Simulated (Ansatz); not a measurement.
The end of the path is a generated cell of MgTlF3: the first start was made by placing the elements on the sites of a structure type, and the end was not matched to a known phase here, so it may be hypothetical.

A geometry of MgTlF3 away from equilibrium: the start of the relaxation of a generated trial cell of MgTlF3 in the GdFeO3 structure type. All values below come from r2SCAN (plane waves to 500 eV, PAW, scalar-relativistic; Ansatz, a quantum-chemistry and plane-wave program). Γ-centred k-mesh 3×3×3 on the run's cell (coarser than for final values), Fermi–Dirac smearing 0.05 eV.

```xyz
20
Lattice="5.8957 0.0000 0.0000 0.0000 8.3189 0.0000 0.0000 0.0000 5.8760" Properties=species:S:1:pos:R:3 pbc="T T T"
Tl     2.8753     2.0797     5.8267
Tl     5.8232     2.0797     2.9874
Tl     3.0204     6.2391     0.0494
Tl     0.0725     6.2391     2.8887
Mg     0.0000     0.0000     0.0000
Mg     2.9479     4.1594     2.9380
Mg     0.0000     4.1594     0.0000
Mg     2.9479     0.0000     2.9380
F      0.1845     2.0797     0.3443
F      3.1324     2.0797     2.5937
F      5.7112     6.2391     5.5317
F      2.7633     6.2391     3.2824
F      1.6980     4.4672     1.2516
F      4.6458     8.0111     1.6864
F      4.1978     0.3078     4.6244
F      1.2499     3.8516     4.1896
F      4.1978     3.8516     4.6244
F      1.2499     0.3078     4.1896
F      1.6980     8.0111     1.2516
F      4.6458     4.4672     1.6864
```

Q: Which atoms carry the largest force, and which way does it point?

A: 0.94 eV/Å, on F13, F14, F15, F16, F17, F18, F19, F20 (atoms numbered as listed); on F15 its components are (0.50, -0.67, -0.42).

Q: What is the pressure?

A: -2.1 GPa, compression positive.

No spin polarisation in the result.

The run could not lose the symmetry of its start: the end is stationary, and may be a saddle point rather than a minimum.
